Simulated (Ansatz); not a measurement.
Rutile alloy of SnO2 and TiO2 (3 of 24 Sn sites exchanged), 72 atoms

Ansatz, PAW, plane waves. PBEsol relaxation of cell lengths and atoms (angles held) at the single k point (¼, ¼, ¼) without its symmetry partners; single points on the relaxed atoms at the Γ point alone, onto which points of the small cell's zone fold. Arrangement: random. No spin–orbit coupling unless named.

Relaxed structure:

```cif
data_structure
_symmetry_space_group_name_H-M 'P 1'
_symmetry_Int_Tables_number 1
_cell_length_a 9.4974
_cell_length_b 9.4973
_cell_length_c 9.5403
_cell_angle_alpha 90.000
_cell_angle_beta 90.000
_cell_angle_gamma 90.000
_cell_volume 860.54
loop_
_atom_site_label
_atom_site_type_symbol
_atom_site_fract_x
_atom_site_fract_y
_atom_site_fract_z
_atom_site_occupancy
Sn1 Sn 0.99867 0.00185 0.00150 1
Sn2 Sn 0.00042 0.00013 0.33083 1
Sn3 Sn 0.99825 0.00227 0.66830 1
Sn4 Sn 0.00039 0.50033 0.00096 1
Sn5 Sn 0.99938 0.49931 0.33192 1
Sn6 Sn 0.99796 0.49789 0.66770 1
Sn7 Sn 0.50028 0.00023 0.00097 1
Sn8 Sn 0.50147 0.00140 0.33193 1
Sn9 Sn 0.50238 0.00232 0.66770 1
Sn10 Sn 0.50192 0.49859 0.00150 1
Sn11 Sn 0.50020 0.50035 0.33082 1
Sn12 Sn 0.50232 0.49819 0.66829 1
Sn13 Sn 0.25031 0.25027 0.16657 1
Sn14 Sn 0.25027 0.25022 0.49996 1
Sn15 Sn 0.25026 0.25024 0.83401 1
Sn16 Sn 0.25024 0.75019 0.49758 1
Sn17 Sn 0.25020 0.75014 0.83593 1
Sn18 Sn 0.75027 0.25020 0.50049 1
Sn19 Sn 0.75034 0.75025 0.16656 1
Sn20 Sn 0.75030 0.75021 0.49995 1
Sn21 Sn 0.75030 0.75020 0.83400 1
Ti1 Ti 0.25045 0.75038 0.16673 1
Ti2 Ti 0.75088 0.25079 0.16300 1
Ti3 Ti 0.74989 0.24982 0.84119 1
O1 O 0.15223 0.15370 0.00035 1
O2 O 0.15359 0.15259 0.33303 1
O3 O 0.15203 0.15426 0.66714 1
O4 O 0.15567 0.65564 0.00934 1
O5 O 0.15508 0.65501 0.32433 1
O6 O 0.15264 0.65261 0.66671 1
O7 O 0.65798 0.15795 0.00014 1
O8 O 0.65631 0.15629 0.32435 1
O9 O 0.65627 0.15625 0.67624 1
O10 O 0.65378 0.65214 0.00034 1
O11 O 0.65266 0.65352 0.33303 1
O12 O 0.65434 0.65196 0.66713 1
O13 O 0.34837 0.34671 0.00037 1
O14 O 0.34709 0.34785 0.33306 1
O15 O 0.34852 0.34618 0.66713 1
O16 O 0.34491 0.84482 0.00925 1
O17 O 0.34556 0.84546 0.32417 1
O18 O 0.34779 0.84769 0.66683 1
O19 O 0.84259 0.34252 0.00001 1
O20 O 0.84426 0.34415 0.32402 1
O21 O 0.84419 0.34410 0.67616 1
O22 O 0.84679 0.84830 0.00036 1
O23 O 0.84789 0.84705 0.33306 1
O24 O 0.84623 0.84848 0.66713 1
O25 O 0.09620 0.40113 0.16599 1
O26 O 0.09542 0.40179 0.49949 1
O27 O 0.09926 0.40498 0.83503 1
O28 O 0.10032 0.90013 0.16596 1
O29 O 0.09677 0.90375 0.49988 1
O30 O 0.09660 0.90395 0.83464 1
O31 O 0.60228 0.39844 0.16615 1
O32 O 0.59798 0.40252 0.49914 1
O33 O 0.60221 0.39806 0.83537 1
O34 O 0.59931 0.90420 0.16597 1
O35 O 0.59855 0.90490 0.49958 1
O36 O 0.59564 0.90136 0.83500 1
O37 O 0.40425 0.09923 0.16598 1
O38 O 0.40495 0.09847 0.49958 1
O39 O 0.40141 0.09557 0.83500 1
O40 O 0.40020 0.60025 0.16595 1
O41 O 0.40380 0.59670 0.49988 1
O42 O 0.40400 0.59653 0.83464 1
O43 O 0.89851 0.10222 0.16615 1
O44 O 0.90257 0.09790 0.49914 1
O45 O 0.89813 0.10216 0.83539 1
O46 O 0.90120 0.59615 0.16600 1
O47 O 0.90185 0.59535 0.49948 1
O48 O 0.90504 0.59920 0.83502 1
```

Q: What are the mean bond lengths by pair (pairs within 1.2 times the sum of covalent radii, less contacts 15 % beyond the pair's median; cation–cation pairs of compounds aside; long ionic contacts are cut short by that bound)?

A: O–Sn 2.065 ± 0.015 Å (standard deviation, 126 bonds); O–Ti 1.987 ± 0.019 Å (standard deviation, 18 bonds).

Q: What gap lies between the top filled and the lowest empty level in the single points?

A: HSE06 3.26 eV (5.3 min on 7 threads of Neoverse-V2).
